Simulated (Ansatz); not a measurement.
Input and command of a calculation in Ansatz (plane waves; scalar-relativistic PAW potentials unless the input names others):

```yaml
crystal:
  lattice:
    - [6.1884658243, 0.0, 0.0]
    - [0.0, 6.1884658243, 0.0]
    - [0.0, 0.0, 3.9592674944]
  atoms:
    - { symbol: Sb, position: [0.0, 0.0, 0.0] }
    - { symbol: Sb, position: [0.5, 0.5, 0.5] }
    - { symbol: P, position: [0.302357245, 0.302357245, 0.0] }
    - { symbol: P, position: [0.197642755, 0.802357245, 0.5] }
    - { symbol: P, position: [0.697642755, 0.697642755, 0.0] }
    - { symbol: P, position: [0.802357245, 0.197642755, 0.5] }
basis:
  ecutwfc: 420
kpoints:
  mp_grid: { grid: [6, 6, 10] }
hamiltonian:
  xc: pbe
scf:
  occupations: { method: cold, width: 0.2 }
output:
  forces: true
  eigenvalues: true
  stress: true
```

```bash
ansatz run input.yaml --threads 1 --pin off --max-ram 2560MiB --backend cpu --events-out ev --progress --plain --runs-dir out
```

Abridged log:
```
Basis set: ecut = 420 eV, 2969 PW (Γ), exchange–correlation on 90×90×54 points (8 copies of the dense FFT grid, shifted against one another)
Bands: 31, of which v1, the nominal top of the filled ones, is band 25 counted from 1 (24 counted from 0)
Symmetry: 16 space group operations
k-points: 60 of 360
SCF iter   1: F=—  HF=-15986.718753 eV  |F-HF|=—  |Δ(HF+E_count)|=         —  Δρ=3.53e-3  dr2=1.90e-2  ethr=1.77e-3  ⟨swp⟩=8.6  Hψ=9579  notcnv=0
SCF iter   2: F=—  HF=-15986.715057 eV  |F-HF|=—  |Δ(HF+E_count)|=   3.70e-3  S|Δr|=    0.00e0  Δρ=2.05e-3  dr2=6.76e-3  ethr=3.79e-5  ⟨swp⟩=2.0  Hψ=2779  notcnv=0
SCF iter   3: F=—  HF=-15986.713765 eV  |F-HF|=—  |Δ(HF+E_count)|=   1.29e-3  S|Δr|=    0.00e0  Δρ=3.34e-4  dr2=1.71e-4  ethr=1.35e-5  ⟨swp⟩=2.3  Hψ=2722  notcnv=0
SCF iter   4: F=—  HF=-15986.713740 eV  |F-HF|=—  |Δ(HF+E_count)|=   2.53e-5  S|Δr|=    0.00e0  Δρ=1.63e-4  dr2=4.32e-5  ethr=3.42e-7  ⟨swp⟩=2.6  Hψ=3619  notcnv=0
SCF iter   5: F=—  HF=-15986.713752 eV  |F-HF|=—  |Δ(HF+E_count)|=   1.22e-5  S|Δr|=    0.00e0  Δρ=3.94e-5  dr2=2.62e-6  ethr=8.65e-8  ⟨swp⟩=2.8  Hψ=3170  notcnv=0
SCF iter   6: F=—  HF=-15986.713754 eV  |F-HF|=—  |Δ(HF+E_count)|=   2.04e-6  S|Δr|=    0.00e0  Δρ=1.14e-5  dr2=1.59e-7  ethr=5.25e-9  ⟨swp⟩=2.0  Hψ=2753  notcnv=0
SCF iter   7: F=-15986.713754 eV  HF=-15986.713754 eV  |F-HF|=6.27e-9  |Δ(HF+E_count)|=   1.19e-7  S|Δr|=    0.00e0  Δρ=2.24e-6  dr2=1.01e-8  ethr=2.00e-10  ⟨swp⟩=9.3  Hψ=8918  notcnv=0
SCF 1 converged in 7 iterations: F = -15986.713754 eV  dr2 = 1.01e-8
SCF converged after 7 iterations
Stability not checked: this state was not tested for a lower state beside it, because cold or Methfessel-Paxton smearing, or corrected tetrahedra, fill the levels in a way that the test cannot read (fill_not_monotonic; see scf.lower_state_search)
Free energy (F): -15986.713754 eV
Harris-Foulkes:  -15986.713754 eV  (|F-HF|=6.27e-9)
Internal energy: -15986.715776 eV  (E = F + TS)
E sigma→0 (E₀):  -15986.714428 eV
Entropy (-TS):   0.002022 eV (0.337 meV/atom)
Fermi energy:    6.653016 eV
--- Forces (eV/Å), atoms counted from 1 ---
  atom   1  Sb     0.00000000     0.00000000     0.00000000
  atom   2  Sb     0.00000000     0.00000000     0.00000000
  atom   3  P      0.00925336     0.00925336     0.00000000
  atom   4  P     -0.00925336     0.00925336     0.00000000
  atom   5  P     -0.00925336    -0.00925336     0.00000000
  atom   6  P      0.00925336    -0.00925336     0.00000000
--- Stress (GPa, compression-positive) ---
       -0.091869       0.000000       0.000000
        0.000000      -0.091869       0.000000
        0.000000       0.000000       0.088391
  P = ⅓ Tr σ = -0.0318 GPa (-0.318 kbar)
```

Apart from outputs, empty bands and the relaxation, which only the reference makes, the input differs from a reference run on usual settings in scf.occupations.method: "gaussian" → "cold"; scf.occupations.width: 0.1 → 0.2. The reference, at the same geometry, ended its own course with pressure -0.03 GPa, largest force 0.001 eV/Å, no gap on the mesh. This run converged in 7 SCF iterations with an energy at zero smearing 1.13 meV/atom above the reference's, pressure -0.03 GPa, largest force 0.013 eV/Å, no gap on the mesh. Its smearing width is looser than usual, and the result moved.

Time: 10 s on 1 thread of Intel(R) Xeon(R) 6975P-C (Granite Rapids), on a shared host, peak memory 0.55 GiB.